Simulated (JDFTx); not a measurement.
| Property | Value |
|---|---|
| surface | W(100) |
| bulk | W, Im-3m, lattice of mp-91 (not re-optimised) |
| slab | 8 atoms in 4 planes, c(2×2), 4.5 Å between the outermost planes |
| in-plane cell | 4.484 × 4.484 Å, 20.10 Å² |
| cell height | 23.8 Å |
| sampling | 6×6×1 k mesh, Fermi smearing 0.01 Ha, no spin polarisation |

Adsorbate: I on both faces at 0.50 monolayer, started bridge and relaxed in vacuum, keeping the symmetry of the start.

Computed with a modified build of JDFTx: PBE, GBRV ultrasoft potentials, plane waves to 20/100 Ha. The adsorption energy per I is [E(slab + 2 I) − E(slab)]/2 − (E(HI) − ½ E(H2)), with the gas molecules relaxed at the same level and slab energies taken as (E + F)/2, the usual estimate of zero smearing. In reaction energies these potentials put H₂ about 0.03 eV too high against large-basis PBE. Energies are static: no zero-point or thermal terms. Reconstruction of the substrate beyond this cell is outside the model.

Q: Predict the adsorption energy and the geometry, and the change of the work function.

A: -2.52 eV. I sits 2.42 Å above the highest substrate atom, bound to 2 W at 2.82 Å. The work function goes from 4.14 to 4.33 eV. In CANDLE, water, 1 M NaF, at zero charge, the adsorption energy is -2.49 eV and the potential of zero charge moves from -0.79 to -0.29 V vs SHE (4.44 V convention).
